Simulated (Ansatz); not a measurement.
SnGe:
```xyz
2
Lattice="3.8249 0.0000 0.0000 -1.9124 3.3125 0.0000 0.0000 0.0000 3.7107" Properties=species:S:1:pos:R:3 pbc="T T T"
Sn     0.0000     0.0000     0.0000
Ge     1.9124     1.1042     1.8554
```

Relaxed with PBEsol. Special points in fractions of this cell's reciprocal vectors: Γ (0.000, 0.000, 0.000); M (0.500, 0.000, 0.000); K (0.333, 0.333, 0.000); A (0.000, 0.000, 0.500); L (0.500, 0.000, 0.500); H (0.333, 0.333, 0.500).

**Question.** List the band energies nearest the Fermi level at these points for plane-wave PAW PBEsol (Ansatz code).

**Answer.** In eV from the Fermi level; about four levels below and three above (degenerate sets whole), none deeper than 8.9 eV; points with the same levels are listed once.

```csv
k,below,above
Γ,-1.61 -1.31,0.58 0.58 4.09 4.09
M,-7.57 -1.59,0.12 1.13 3.72
K,-8.72 -7.83 -4.42,1.92 3.12 3.53
A,-8.89,2.39 2.39 3.68
L,-7.51 -6.31 -4.18 -4.14,1.12 1.81 3.60
H,-4.08 -4.06 -1.46 -1.37,8.25 9.15 10.07
```

Space group P-6m2. A made-up cell: these elements were put on the sites of a structure type; neither database checked (COD, Materials Project) lists it. Whether it is the stable phase at ambient conditions was not checked. The PBEsol relaxation kept the symmetry of its start; of distortions, only those at the zone centre were tested. Spin–orbit coupling is left out wherever it is not named.

Potentials: the later of the program's two PAW sets.
